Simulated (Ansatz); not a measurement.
MgH$_{2}$:
```
CELL_PARAMETERS angstrom
      4.48492     0.00000     0.00000
      0.00000     4.48492     0.00000
      0.00000     0.00000     2.99660
ATOMIC_POSITIONS crystal
  Mg 0.50000 0.50000 0.50000
  Mg 0.00000 0.00000 0.00000
  H  0.69539 0.69539 0.00000
  H  0.30461 0.30461 0.00000
  H  0.80461 0.19539 0.50000
  H  0.19539 0.80461 0.50000
```

Relaxed with r²SCAN.

Task: Map the electron localisation function on the plane through (0.500, 0.500, 0.500) spanned by u = [0, 0, 1] and v = [1, 1, 0] in lattice vectors, from the program Ansatz at the r²SCAN level (PAW).

Result: x is the fraction of u, y of v (the angle between them is 90°; rows are the nearest grid lines); atoms in the plane: Mg at (0.00, 0.00), Mg at (0.50, 0.50), H at (0.50, 0.20), H at (0.50, 0.80).
```
|.:--   .:.   --:.|
|::=-  .---.  -=::|
|--.  +@@@@@+  .--|
|    =@@@@@@@=    |
|  :#@@@@@@@@@#:  |
|  -%@@@@@@@@@%-  |
|  -#@@@@@@@@@#-  |
|   :=#%%%%%#=:   |
|    .........    |
|..    .---.    ..|
|..   :-=-=-:   ..|
|:.   -=:::=-   .:|
|:.   -=:::=-   .:|
|..   :-=-=-:   ..|
|..    .---.    ..|
|    .........    |
|   :=#%%%%%#=:   |
|  -#@@@@@@@@@#-  |
|  -%@@@@@@@@@%-  |
|  :#@@@@@@@@@#:  |
|    =@@@@@@@=    |
|--.  +@@@@@+  .--|
|::=-  .---.  -=::|
|.:--   .:.   --:.|
```
Scale: ten equal steps from 0.023 (start of ' ') to 1.00 (end of '@'), in the order ' .:-=+*#%@'; x runs from 0.000 to 1.00, y from 0.000 (bottom) to 1.00 (top).

The density is the valence pseudo-density with augmentation charge, so density and ELF within about 1 Å of a nucleus are not all-electron values.

Space group P4_2/mnm (rutile). Symmetry was held in the r²SCAN relaxation.

Potentials: the later of the program's two PAW sets.
